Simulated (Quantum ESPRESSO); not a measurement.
## Electric field gradients in MgH$_{2}$ (changed cell)

```
MgH2
1.0
    4.52146     0.00000     0.00000
    0.00000     4.52146     0.00000
    0.00000     0.00000     2.93269
Mg H
2 4
Direct
  0.50000   0.50000   0.50000
  0.00000   0.00000   0.00000
  0.69687   0.69687   0.00000
  0.30313   0.30313   0.00000
  0.80313   0.19687   0.50000
  0.19687   0.80313   0.50000
```
The cell was made here from a computed Materials Project entry: strained by -2 % along the unique axis and by +1 % across it, atoms relaxed (PBE without dispersion, pw.x of a modified build of Quantum ESPRESSO, symmetry kept). The parent is MgH2 in P4₂/mnm. Stability against distortions was not tested.

Convention: |Vzz| is the largest principal value, η_Q = (Vxx − Vyy)/Vzz, |C_Q| = |eQVzz/h|. Cores are frozen. Against all-electron runs on small test molecules, this scheme's |Vzz| missed by −3 to +1 % on H. Mg had no test against all-electron runs.

Quadrupole moments taken as inputs (sizes, barn, from the tables of PySCF and pymatgen): ²⁵Mg 0.199, ²H 0.00286.

Question: What do the calculations give at each independent site (field gradients by the PAW reconstruction of the field gradient on a scalar-relativistic PBE ground state (Quantum ESPRESSO, JTH datasets), 30 Ha, k-mesh 5×5×7 through Γ)?

Answer: 
| site | site symmetry | Vzz (10²¹ V/m²) | η_Q | ∣C_Q∣ (MHz) |
|---|---|---|---|---|
| Mg (atoms 1, 2) | mmm | -0.76 | 0.25 | 3.65 (²⁵Mg) |
| H (atoms 3, 4, 5, 6) | m2m | -0.55 | 0.62 | 0.038 (²H) |
